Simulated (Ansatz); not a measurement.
Space group P6_3/mmc (No. 194). a = 5.289 Å, b = 5.289 Å, c = 8.570 Å, α = 90.00°, β = 90.00°, γ = 120.00°
```json
{"atom": "Ba", "site": "2b", "symmetry": "-6m2", "x": "0.0000", "y": "0.0000", "z": "0.2500"}
{"atom": "Tl", "site": "4f", "symmetry": "3m.", "x": "0.3333", "y": "0.6667", "z": "0.4543"}
```

Equation of state of this BaTl2 structure (not necessarily the ground state), with shape and atoms relaxed at each volume where symmetry leaves them free. It has no gap at any of these volumes. Method: Ansatz, DFT r2SCAN, scalar-relativistic, plane waves, PAW.

Settings: cutoff 500 eV, Γ-centred mesh 9×9×4 on the computed 6-atom cell, Gaussian smearing of 0.10 eV; no spin polarisation.

```json
{"V (Å³/atom)": "32.529", "E − E(largest V) (meV/atom)": "2.54", "P (GPa)": "2.10"}
{"V (Å³/atom)": "33.567", "E − E(largest V) (meV/atom)": "-7.26", "P (GPa)": "0.95"}
{"V (Å³/atom)": "34.605", "E − E(largest V) (meV/atom)": "-10.20", "P (GPa)": "0.01"}
{"V (Å³/atom)": "35.643", "E − E(largest V) (meV/atom)": "-7.43", "P (GPa)": "-0.80"}
{"V (Å³/atom)": "36.681", "E − E(largest V) (meV/atom)": "0.00", "P (GPa)": "-1.45"}
```

Task: Fit a third-order Birch–Murnaghan equation to E(V).

Result: V0 = 34.59 Å³/atom, B0 = 29 GPa, B0' = 5.4.

Spin-orbit coupling is left out, which matters for the bands of heavy elements.